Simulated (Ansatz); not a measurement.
Here is the system:

Si:
Space group P6₃/mmc (No. 194); a = b = 2.640 Å, c = 4.558 Å, α = β = 90.00°, γ = 120.00°

```tsv
atom	site	symmetry	x	y	z
Si	2d	-6m2	0.6667	0.3333	0.2500
```

This is the r²SCAN-relaxed structure.

Question: All from r²SCAN in the plane-wave PAW code Ansatz, unless another level is named. Estimate the electronic character.

Answer: metallic (no gap).

Question: Give the density of states at the Fermi level.

Answer: 0.35 states/eV per atom (mean over ±0.08 eV).

Space group P6_3/mmc (hcp (Mg type)). The start of the workflow was typed in or built on a structure type; the Crystallography Open Database copy checked does not list it. It is not the phase usual at ambient conditions (space group No. 227). The r²SCAN relaxation kept the symmetry of its start; its stability against distortions is not shown here.

Potentials: the earlier of the program's two PAW sets.
